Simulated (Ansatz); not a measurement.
BP (zinc blende)

```xyz
4
Lattice="0.0000 4.5485 4.5485 2.2742 0.0000 2.2742 2.2742 2.2742 0.0000" Properties=species:S:1:pos:R:3 pbc="T T T"
P      3.4114     3.4114     3.4114
P      3.4114     5.6856     5.6856
B      0.0000     0.0000     0.0000
B      2.2742     2.2742     4.5485
```

A phonon eigenvector at L = (0.5, 0.0, 0.0) is frozen into this cell: atom i moves by Q times the vector below, so Q is the largest atomic displacement, in Å. The cell is held. (q is in reciprocal vectors of the primitive cell; the cell shown is doubled to hold the pattern.)

```json
[
 {"atom": "P1", "x": "-0.577", "y": "0.577", "z": "0.577"},
 {"atom": "P2", "x": "0.577", "y": "-0.577", "z": "-0.577"},
 {"atom": "B3", "x": "0.066", "y": "-0.066", "z": "-0.066"},
 {"atom": "B4", "x": "-0.066", "y": "0.066", "z": "0.066"}
]
```

Level of theory: PBE (plane waves to 420 eV, PAW, scalar-relativistic; Ansatz, a program for electronic structure). k mesh 6×12×12 (Γ-centred), Fermi-Dirac smearing 0.05 eV. The energy includes the smearing's −TS. BP was relaxed with its symmetry unable to fall. The zero of ΔE is the undisplaced structure.

The scan covers Q from -0.100 to 0.100 Å in 13 points.

Problem. Which space group does the distorted structure have?

Solution. R3m (No. 160), lowered from F-43m.

Problem. What is the energy change at Q = 0.100 Å?

Solution. 294.7 meV/cell.

Problem. What harmonic wavenumber does the curvature at Q = 0 give?

Solution. 506 cm⁻¹.

(A displaced cell: forces are minus the slopes of the energy, force constants its curvatures, and phonons follow from these.)
